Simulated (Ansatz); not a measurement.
AlIr$_{3}$N:
```cif
data_AlIr3N
_chemical_formula_sum 'Al1 Ir3 N1'
_space_group_name_H-M_alt 'Pm-3m'
_space_group_IT_number 221
_space_group_name_Hall '-P 4 2 3'
_cell_length_a 4.05219
_cell_length_b 4.05219
_cell_length_c 4.05219
_cell_angle_alpha 90.000
_cell_angle_beta 90.000
_cell_angle_gamma 90.000
loop_
_atom_site_label
_atom_site_type_symbol
_atom_site_symmetry_multiplicity
_atom_site_Wyckoff_symbol
_atom_site_fract_x
_atom_site_fract_y
_atom_site_fract_z
_atom_site_occupancy
Al1 Al 1 a 0.00000 0.00000 0.00000 1
Ir1 Ir 3 c 0.00000 0.50000 0.50000 1
N1 N 1 b 0.50000 0.50000 0.50000 1
```

Relaxed with r²SCAN.

Task: Which orbitals make up the states near the Fermi level in the program Ansatz at the r²SCAN level (PAW)?

Result: Within 0.5 eV of the Fermi level: Ir 5d 81 %, N 2p 9 %. Projections are on Löwdin-orthogonalised atomic valence shells; empty p or d shells of many metals are not among them.

Task: Tabulate the density of states.

Result: States/eV per cell of 5 atoms, in 0.25 eV bins, energy from the Fermi level.

| E (eV) | total | Ir 5d | Al 3p | N 2p |
|---|---|---|---|---|
| -7.85 | 4.47 | 1.83 | 0.12 | 1.14 |
| -7.60 | 2.71 | 1.04 | 0.06 | 0.81 |
| -7.35 | 1.16 | 0.43 | 0.04 | 0.41 |
| -7.10 | 0.65 | 0.26 | 0.08 | 0.22 |
| -6.85 | 0.63 | 0.26 | 0.13 | 0.12 |
| -6.60 | 0.74 | 0.35 | 0.19 | 0.05 |
| -6.35 | 1.26 | 0.70 | 0.30 | 0.03 |
| -6.10 | 3.23 | 2.05 | 0.64 | 0.12 |
| -5.85 | 3.91 | 2.76 | 0.59 | 0.19 |
| -5.60 | 6.99 | 5.00 | 1.13 | 0.34 |
| -5.35 | 5.73 | 4.51 | 0.77 | 0.18 |
| -5.10 | 3.74 | 2.99 | 0.49 | 0.06 |
| -4.85 | 3.03 | 2.48 | 0.34 | 0.05 |
| -4.60 | 2.84 | 2.37 | 0.29 | 0.04 |
| -4.35 | 3.44 | 2.97 | 0.25 | 0.04 |
| -4.10 | 4.22 | 3.80 | 0.26 | 0.02 |
| -3.85 | 2.57 | 2.34 | 0.07 | 0.05 |
| -3.60 | 5.62 | 4.95 | 0.27 | 0.16 |
| -3.35 | 5.83 | 4.94 | 0.37 | 0.21 |
| -3.10 | 3.90 | 3.12 | 0.42 | 0.09 |
| -2.85 | 2.96 | 2.51 | 0.15 | 0.04 |
| -2.60 | 4.72 | 4.23 | 0.17 | 0.07 |
| -2.35 | 2.47 | 2.32 | 0.06 | 0.02 |
| -2.10 | 5.27 | 4.97 | 0.08 | 0.05 |
| -1.85 | 5.30 | 4.99 | 0.05 | 0.06 |
| -1.60 | 5.40 | 5.10 | 0.08 | 0.03 |
| -1.35 | 2.84 | 2.54 | 0.08 | 0.03 |
| -1.10 | 1.78 | 1.57 | 0.03 | 0.07 |
| -0.85 | 2.09 | 1.80 | 0.02 | 0.21 |
| -0.60 | 2.10 | 1.82 | 0.03 | 0.17 |
| -0.35 | 2.67 | 2.33 | 0.05 | 0.17 |
| -0.10 | 5.07 | 3.99 | 0.10 | 0.61 |
| 0.15 | 4.42 | 3.61 | 0.15 | 0.29 |
| 0.40 | 2.52 | 1.88 | 0.15 | 0.26 |
| 0.65 | 3.63 | 2.43 | 0.45 | 0.34 |
| 0.90 | 2.64 | 1.51 | 0.32 | 0.26 |
| 1.15 | 2.21 | 1.10 | 0.29 | 0.22 |
| 1.40 | 2.15 | 0.92 | 0.30 | 0.20 |
| 1.65 | 1.85 | 0.70 | 0.29 | 0.15 |
| 1.90 | 1.71 | 0.60 | 0.27 | 0.15 |
| 2.15 | 1.36 | 0.45 | 0.34 | 0.12 |
| 2.40 | 1.72 | 0.53 | 0.52 | 0.13 |
| 2.65 | 2.64 | 0.83 | 0.74 | 0.19 |
| 2.90 | 2.75 | 0.86 | 0.73 | 0.21 |
| 3.15 | 1.83 | 0.58 | 0.53 | 0.17 |
| 3.40 | 2.62 | 0.86 | 0.64 | 0.22 |
| 3.65 | 1.80 | 0.52 | 0.57 | 0.13 |
| 3.90 | 2.52 | 0.68 | 0.72 | 0.26 |
| 4.15 | 2.20 | 0.60 | 0.60 | 0.26 |
| 4.40 | 1.49 | 0.39 | 0.42 | 0.18 |
| 4.65 | 1.02 | 0.28 | 0.26 | 0.14 |

The start of the workflow was typed in or built on a structure type; neither database checked (COD, Materials Project) lists it. Whether it is the stable phase at ambient conditions was not checked. The cell was relaxed with r²SCAN under the symmetry of its start; its stability against distortions is not shown here. The workflow began spin-polarised and lost its moments. The volume moved by 18 % from the start of the relaxation. Its formation energy is positive at this level, so the cell may be metastable or incomplete. Spin–orbit coupling is left out wherever it is not named.

Potentials: the earlier of the program's two PAW sets. The files were generated under PBE; for other functionals the program regenerates the frozen cores, and for LDA and PBEsol the local potential too.
